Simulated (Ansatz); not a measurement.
Ti₃O₅ (space group C2/m)

```yaml
crystal:
  lattice:
    - [4.81481, -1.92409, 0.00000]
    - [4.81481, 1.92409, 0.00000]
    - [-0.17934, 0.00000, 9.17851]
  atoms:
    - { symbol: Ti, position: [0.94315, 0.94315, 0.64108] }
    - { symbol: Ti, position: [0.05685, 0.05685, 0.35892] }
    - { symbol: Ti, position: [0.86622, 0.86622, 0.95541] }
    - { symbol: Ti, position: [0.13378, 0.13378, 0.04459] }
    - { symbol: Ti, position: [0.22241, 0.22241, 0.73847] }
    - { symbol: Ti, position: [0.77759, 0.77759, 0.26153] }
    - { symbol: O, position: [0.58627, 0.58627, 0.34021] }
    - { symbol: O, position: [0.41373, 0.41373, 0.65979] }
    - { symbol: O, position: [0.67034, 0.67034, 0.05389] }
    - { symbol: O, position: [0.32966, 0.32966, 0.94611] }
    - { symbol: O, position: [0.87101, 0.87101, 0.44267] }
    - { symbol: O, position: [0.12899, 0.12899, 0.55733] }
    - { symbol: O, position: [0.24415, 0.24415, 0.24430] }
    - { symbol: O, position: [0.75585, 0.75585, 0.75570] }
    - { symbol: O, position: [0.04209, 0.04209, 0.84737] }
    - { symbol: O, position: [0.95791, 0.95791, 0.15263] }
```

The volume is varied about the relaxed value V₀ at fixed cell shape. The atoms relax within the cell's symmetry.

All values below come from PBEsol (plane waves to 420 eV, PAW, scalar-relativistic; Ansatz, a program for electronic structure). k mesh 11×11×4 (Γ-centred), Fermi-Dirac smearing 0.05 eV. Energies are smeared free energies. Stress and pressure are positive under compression. With the shape held, the modulus is that of even scaling; a crystal free to change shape is softer. Ti3O5 is run without spin polarisation and with no Hubbard U. Ti3O5 was relaxed with its symmetry unable to fall. ΔE is measured from the relaxed starting cell. The last digit holds for this mesh only.

```tsv
V (Å³/atom)	ΔE (meV/atom)
9.566	78.0
9.832	41.7
10.097	17.7
10.363	4.2
10.629	0.0
10.895	3.8
11.160	14.6
11.426	31.3
11.692	withheld
```

Task: Fit a third-order Birch-Murnaghan form (E₀, V₀, B₀, B₀′ free) to the given rows and predict ΔE at V = 11.692.

Result: Least squares on the 8 given rows: ΔE = E₀ + (9V₀B₀/16)·y²·[2 + (B₀′ − 4)y], y = (V₀/V)^(2/3) − 1, with V₀ = 10.630 Å³/atom, B₀ = 192.6 GPa (160.2 GPa = 1 eV/Å³; the term in eV is multiplied by 1000), B₀′ = 4.64, E₀ = 0.01 meV/atom; root-mean-square residual 0.04 meV/atom. At 11.692 the fit gives 53.3 meV/atom; the calculation gives 53.0 meV/atom, so the extrapolation is off by 0.3 (+0.6 %). For the pressure the fit gives -14.7 GPa against the computed -14.4 GPa.

(Under strain, the slope of the energy per volume gives the stress and its curvature an elastic modulus.)
